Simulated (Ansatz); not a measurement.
## Calculated O-17 nuclear quadrupole resonance for SiO₂

Cell: a COD entry (listed for 1.1 GPa), taken as it stands.

Space group P4_12_12 (No. 92); a = 4.8757, c = 6.7163 Å.

| site | Wyckoff | site symmetry | x | y | z |
| --- | --- | --- | --- | --- | --- |
| Si | 4a | ..2 | 0.3125 | 0.3125 | 0.0000 |
| O | 8b | 1 | 0.2356 | 0.1269 | 0.1904 |

One atom of each set is listed.

The numbers come from a DFT calculation in Ansatz (PBE, plane waves and PAW (field gradients read without the response of the frozen cores, which leaves them typically 4 to 6 % off), scalar-relativistic, 420 eV cutoff, Γ-centred 5×5×4 k-points, Fermi–Dirac smearing 0.02 eV).

O-17: I = 5/2, Q = -25.58 mb (year-2017 value). Static lattice, zero field.

Question: The simulated lines lie at 0.878, 1.66 MHz. What are |C_Q|, η and |V_zz| at O?

Answer: For I = 5/2 and η = 0 the lines are 3|C_Q|/20 and twice that; η pulls their ratio below 2. Here |C_Q| = 5.59 MHz, η = 0.21 and |V_zz| = 9.04 × 10²¹ V/m². The calculation gives V_zz positive; the lines don't show the sign. The site has 2 Si at 1.60–1.61 Å, angle 140°.

At O V_zz runs parallel to the line that joins its two neighbours (within 1°).

The calculated pressure of 9 GPa (PBE) comes largely from the unrelaxed atoms: it is 2.7 GPa once they are relaxed in the same cell. The largest force is 0.5 eV/Å, so the atoms aren't at the calculated equilibrium and relaxing them would move these values.
